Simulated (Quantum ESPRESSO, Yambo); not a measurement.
Cu₂SO₄ monolayer: DFT and GW levels

```
CELL_PARAMETERS angstrom
      4.48465     0.00000     0.00000
     -2.24232     5.28938     0.00000
      0.00000     0.00000    14.80000
ATOMIC_POSITIONS crystal
  O  0.10911 0.84042 0.94001
  O  0.89089 0.15958 0.94001
  O  0.26868 0.15958 0.05999
  O  0.73132 0.84042 0.05999
  S  0.00000 0.00000 0.00000
  Cu 0.50000 0.50000 0.04691
  Cu 0.00000 0.50000 0.95309
```

The layer was cut from Materials Project entry mp-28491 and relaxed with PBEsol in a cell 14.8 Å high, with the Coulomb interaction truncated along z.

Starting point: PBEsol (Quantum ESPRESSO, PseudoDojo norm-conserving, 92 Ry, scalar-relativistic). G0W0 in Yambo: 4×4×1 Γ-centred k mesh, bands 9 to 152 and a 5 Ry block in the screening, 152 bands in G with the Bruneval-Gonze terminator, plasmon pole fitted at 27.2 eV, slab-truncated Coulomb interaction, stochastic integration of W near q = 0.

| Quantity | Value |
|---|---|
| PBEsol gap along the band path | 2.16 eV |
| PBEsol gap between the mesh's edge points ((0, -0.5) → Γ) | 2.16 eV |
| G0W0 gap between the same points | 5.24 eV |
| PBEsol smallest direct gap on the mesh (at Γ) | 2.47 eV |
| G0W0 direct gap at that point | 5.65 eV |

| k point | band | E PBEsol (eV) | E QP (eV) | shift (eV) | Z |
|---|---|---|---|---|---|
| Γ | VB | -0.31 | -1.78 | -1.47 | 0.76 |
| Γ | CB | 2.16 | 3.87 | 1.71 | 0.81 |
| (0, -0.5) | VB | 0.00 | -1.38 | -1.38 | 0.77 |
| (0, -0.5) | CB | 3.31 | 5.21 | 1.90 | 0.80 |

Energies count from the PBEsol valence-band maximum.

Nearest settings tried, and what they do to the gap: 69 bands in W, 69 bands in G: +192 meV; 81 bands in W: +100 meV. Not varied: block, mesh, cell height. So the settings aren't converged at that level. Oxides, nitrides and fluorides with a shallow 3d shell are known to need far more bands and larger blocks.

The 3d shell has no Hubbard U; the runs are without spin polarisation, and magnetic order was not tried.

This is a model layer cut from the bulk structure; whether it is stable on its own was not checked.
